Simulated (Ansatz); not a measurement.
Si₂W (MoSi2 or CaC2 type) was relaxed and computed twice in Ansatz (plane waves, PAW), once with PBE and once with r²SCAN.

```tsv
	run 1	run 2
cell	a = 3.2112 Å, b = 3.2112 Å, c = 7.8048 Å, α = 90.00°, β = 90.00°, γ = 90.00°	a = 3.2290 Å, b = 3.2290 Å, c = 7.8674 Å, α = 90.00°, β = 90.00°, γ = 90.00°
ΔH_f (eV/atom)	-0.31	-0.34
B₀ by P(V) fit (GPa)	232	217
```

Question: Which run used which functional?

Answer: Run 1 is r²SCAN, run 2 is PBE.

All cells were relaxed under the symmetry of their starts (and spin orders); stability against distortions was not tested throughout. Rows with no word on spin ran without spin polarisation. Spin–orbit coupling is left out wherever it is not named.

Potentials: the later of the program's two PAW sets.

Ansatz (a first-principles code) is a plane-wave DFT program.

Formation energies count from the lowest solids of the elements computed at the same level, not from gases.
